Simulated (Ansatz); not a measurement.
A geometry of RbAlF4 away from equilibrium: step 2 of the relaxation of a relaxed RbAlF4 cell stretched uniformly to 150 % of its volume. Level of theory: r2SCAN (plane waves to 500 eV, PAW, scalar-relativistic; Ansatz, a first-principles code). Γ-centred k-mesh 6×6×4 on the run's cell (coarser than for final values), Fermi–Dirac smearing 0.05 eV. The plane waves were selected for a different cell earlier on the path.

```
RbAlF4
1.0
    3.98248     0.00000     0.00000
    0.00000     3.98248     0.00000
    0.00000     0.00000     6.90171
Rb Al F
1 1 4
Direct
  0.00000   0.00000   0.00000
  0.50000   0.50000   0.50000
  0.50000   0.50000   0.77348
  0.50000   0.50000   0.22652
  0.50000   0.00000   0.50000
  0.00000   0.50000   0.50000
```

### Question
What forces act on the atoms (eV/Å)?

### Answer
```json
[
 {"atom": "Rb1", "Fx": "0.00", "Fy": "0.00", "Fz": "0.00"},
 {"atom": "Al2", "Fx": "0.00", "Fy": "0.00", "Fz": "0.00"},
 {"atom": "F3", "Fx": "0.00", "Fy": "0.00", "Fz": "-1.67"},
 {"atom": "F4", "Fx": "0.00", "Fy": "0.00", "Fz": "1.67"},
 {"atom": "F5", "Fx": "0.00", "Fy": "0.00", "Fz": "0.00"},
 {"atom": "F6", "Fx": "0.00", "Fy": "0.00", "Fz": "0.00"}
]
```

The path ends in P4/mmm (No. 123). No spin polarisation in the result.

The run could not lose the symmetry of its start.
